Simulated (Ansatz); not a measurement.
Consider the following.

CsBH4:
```
CsBH4
1.0
    0.00000     3.61142     3.61142
    3.61142     0.00000     3.61142
    3.61142     3.61142     0.00000
Cs B H
1 1 4
Direct
  0.00000   0.00000   0.00000
  0.50000   0.50000   0.50000
  0.40123   0.40123   0.79630
  0.40123   0.79630   0.40123
  0.79630   0.40123   0.40123
  0.40123   0.40123   0.40123
```

This is the PBEsol-relaxed structure.

All from DFT-PBEsol in the program Ansatz with PAW potentials, unless another level is named. Predict the Born charges (a third of the trace).

Cs +1.25, B +0.17, H -0.35 e.

Next, the largest static χ(2) component?

0.54 pm/V.

And the Bader charges?

Cs +0.84, B +1.60, H -0.61 e.

Space group F-43m. The workflow started from a Materials Project entry (that database holds measured and hypothetical structures alike); the Crystallography Open Database copy checked does not list it. Whether it is the stable phase at ambient conditions was not checked. The cell was relaxed with PBEsol under the symmetry of its start; whether a distortion lowers the energy is not shown. Scalar-relativistic: spin–orbit coupling is off unless named, which matters more the heavier the elements.

Potentials: the later of the program's two PAW sets.
